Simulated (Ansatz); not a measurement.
**How far is PAW off for Bi2Pd?**

```yaml
crystal:
  lattice:
    - [-1.68100, 1.68100, 6.55642]
    - [1.68100, -1.68100, 6.55642]
    - [1.68100, 1.68100, -6.55642]
  atoms:
    - { symbol: Bi, position: [0.36300, 0.36300, 0.00000] }
    - { symbol: Bi, position: [0.63700, 0.63700, 0.00000] }
    - { symbol: Pd, position: [0.00000, 0.00000, 0.00000] }
```

Atom numbers follow the list: Bi1, Bi2, Pd3.

The cell is COD entry 9012857, as deposited and not checked against the literature; nothing was relaxed. The listed cell was then made from it by scaling, straining or moving an atom.

Spin polarisation is left out, and whether a magnetic state lies lower isn't shown here.

No spin–orbit coupling, which matters for the heavy atoms here.

All numbers are computed: DFT, PBEsol, PAW with Ansatz's default frozen-core files, scalar-relativistic (Ansatz 0.2.0); DFT, PBEsol, all-electron PAW with datasets made for the crystal, scalar-relativistic (Ansatz 0.2.0); DFT, PBEsol, all-electron LAPW, scalar-relativistic (Ansatz 0.2.0).

For PAW: a Γ-centred 15×15×15 k mesh, Fermi–Dirac smearing of 0.08 eV, cutoff 420 eV, no spin polarisation; the PAW files were made with PBE, and the program remakes their frozen cores for this functional. The crystal-made all-electron datasets (AE datasets) take a cutoff of 260 eV at this cell. LAPW targets a basis error of 1 meV/atom. The Ansatz runs share mesh, smearing and spin set-up. Plane-wave (PAW) pressures include the program's estimate of the Pulay term.

Stress and pressure are positive in compression.

| quantity | PAW | AE datasets | LAPW |
| --- | --- | --- | --- |
| pressure (GPa) | -2.01 | -2.00 | -2.00 |
| stress xx (GPa) | -1.76 | -1.75 | -1.74 |
| stress zz (GPa) | -2.52 | -2.51 | -2.51 |
| force on Bi1, z (eV/Å) | 0.191 | 0.192 | 0.192 |
